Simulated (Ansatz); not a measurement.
Ansatz input

```yaml
crystal:
  lattice:
    - [0.0, 2.9073249939, 2.9073249939]
    - [2.9073249939, 0.0, 2.9073249939]
    - [2.9073249939, 2.9073249939, 0.0]
  atoms:
    - { symbol: As, position: [0.125, 0.125, 0.125] }
    - { symbol: As, position: [0.875, 0.875, 0.875] }
hamiltonian:
  xc: r2scan
  pseudopotentials:
    kind: paw
    azcp:
      As: "pseudopotentials/As.paw.azcp"
basis:
  ecutwfc: 500
  fft_grid_basis: typed
kpoints:
  mp_grid: { grid: [10, 10, 10], shift: [0, 0, 0] }
magnetization:
  spin_polarized: false
scf:
  occupations: { method: fermi_dirac, width: 0.1 }
  lower_state_search: "off"
output:
  stress: true
```

Terminal output

```
Engine: ansatz 0.2.0, x86_64-unknown-linux-gnu
Pseudopotentials: kind: paw
Pseudopotential: As, paw, valence charge 15, recommended cutoff 500 eV (meta_gga) 
Functional definition: r2SCAN
  parameter k0 = 0.174
  parameter k1 = 0.065
  parameter a1 = 4.9479
  exchange = r2scan_x(k0 = k0, k1 = k1, a1 = a1)
  correlation = r2scan_c
Crystal: 2 atoms, lattice volume = 49.149 Å³
Basis set: ecut = 500 eV, 1243 PW (Γ), exchange–correlation on 120×120×120 points (64 copies of the dense FFT grid, shifted against one another)
Bands: 19, of which v1, the nominal top of the filled ones, is band 15 counted from 1 (14 counted from 0)
Symmetry: 48 space group operations
Space group: Fd-3m (ITA 227), of the structure as read, at distance tolerance 3.7e-5 Å
k-points: 47 of 1000
Non-local potential: As, projectors of the file, l = 0: 2, l = 1: 2, l = 2: 3, l = 3: 1
PAW form: soft (Blöchl's): semilocal exchange-correlation on the pseudo side does not see the compensation charge
PAW frozen core: As, regenerated for the run's functional (the file was generated under x = pbe(κ = 0.804, μ = 0.2195149727645171), c = pbe(β = 0.06672455060314922))
PAW one-centre angular grid: As, 590 points (default); XC on 160 Gauss nodes
Initial density: superposition of atomic densities (neutral atoms: chi_scale 0, normalization atom), corrected by the library's trained network
Initial wavefunctions: pseudopotential atomic-orbital guess
Functional: x = r2scan, c = r2scan; τ floored in thin density (d = 2e-4 eV/Å³)
SCF iter   1: F=-9728.187681 eV  HF=-9728.189392 eV  |F-HF|=1.71e-3  |Δ(HF+E_count)|=         —  Δρ=2.06e-3  dr2=1.54e-3  dr2_τ=1.51e-3  ethr=1.77e-3  ⟨swp⟩=5.3  Hψ=4410  notcnv=0
SCF iter   2: F=-9728.188096 eV  HF=-9728.195366 eV  |F-HF|=7.27e-3  |Δ(HF+E_count)|=   5.97e-3  Δρ=1.45e-3  dr2=8.08e-4  dr2_τ=2.06e-5  ethr=5.13e-6  ⟨swp⟩=2.0  Hψ=2350  notcnv=0
SCF iter   3: F=-9728.191786 eV  HF=-9728.191770 eV  |F-HF|=1.63e-5  |Δ(HF+E_count)|=   3.60e-3  Δρ=2.62e-4  dr2=3.70e-5  dr2_τ=7.27e-7  ethr=2.69e-6  ⟨swp⟩=2.0  Hψ=1820  notcnv=0
SCF iter   4: F=-9728.191794 eV  HF=-9728.191793 eV  |F-HF|=4.14e-7  |Δ(HF+E_count)|=   2.32e-5  Δρ=4.96e-5  dr2=1.33e-6  dr2_τ=1.40e-8  ethr=1.23e-7  ⟨swp⟩=2.0  Hψ=1142  notcnv=0
iter 5 did not close the SCF: its close was put off for the readings that it lacked (scf_convergence_deferred on its scf_iter line)
SCF iter   5: F=-9728.191794 eV  HF=-9728.191794 eV  |F-HF|=2.60e-8  |Δ(HF+E_count)|=   6.78e-7  Δρ=8.42e-6  dr2=4.75e-8  dr2_τ=1.65e-9  ethr=4.43e-9  ⟨swp⟩=3.0  Hψ=1711  notcnv=0
SCF iter   6: F=-9728.191794 eV  HF=-9728.191794 eV  |F-HF|=2.07e-9  |Δ(HF+E_count)|=   3.01e-8  Δρ=1.48e-6  dr2=8.71e-10  dr2_τ=4.77e-11  ethr=1.58e-10  ⟨swp⟩=2.0  Hψ=2916  notcnv=0
SCF 1 converged in 6 iterations: F = -9728.191794 eV  dr2 = 8.71e-10
SCF converged after 6 iterations
Free energy (F): -9728.191794 eV
Harris-Foulkes:  -9728.191794 eV  (|F-HF|=2.07e-9)
Internal energy: -9728.148343 eV  (E = F + TS)
E sigma→0 (E₀):  -9728.170068 eV
Entropy (-TS):   -0.043451 eV (-21.725 meV/atom)
Fermi energy:    8.796914 eV
--- Per-component energies (eV) ---
  E_band       = -544.574017
  E_kinetic    = 206.036015
  E_local      = -3800.843727  (includes V_loc(G=0)·N_el)
  E_nonlocal   = -1341.007133
  E_hartree    = 2053.744587
  E_xc         = -148.644320
  E_vxc        = -169.755199  (∫ρ·V_xc dr)
  E_paw        = -3692.997606  (= ΣΔE_a)
  E_vpaw       = 444.232449  (= ΣTr[D̂ρ^β])
  E_aug_tail   = -0.000012  (compensation charges beyond the density's cutoff)
  E_vtau       = 9.275392  (kinetic-family band-sum trace: ∫τ·v_τ [+ j·A + Jᵃ·Aᵃ] dr)
  E_ewald      = -3001.521331
  E_core_change = -2.914816  (= ΣΔE_core)
  E_smearing   = -0.043451  (= −TS)
  E_closure    = 0.000000  (closes the sum)
  Σ components = -9728.191794   (vs F -9728.191794, Δ=0.00e0)
--- Stress (GPa, compression-positive) ---
        7.698002      -0.000000      -0.000000
        0.000000       7.698002      -0.000000
       -0.000000      -0.000000       7.698002
  P = ⅓ Tr σ = 7.6980 GPa (76.980 kbar)
```

Command:

```sh
ansatz run input.yaml --threads 1 --pin off --max-ram 3584MiB --backend cpu --events-out ev --progress --plain --runs-dir out
```

On 1 thread of Intel(R) Xeon(R) Platinum 8259CL CPU @ 2.50GHz (Skylake/Cascade Lake) (shared host) this took about 9.5 s of wall time and 8.3 s of CPU time.
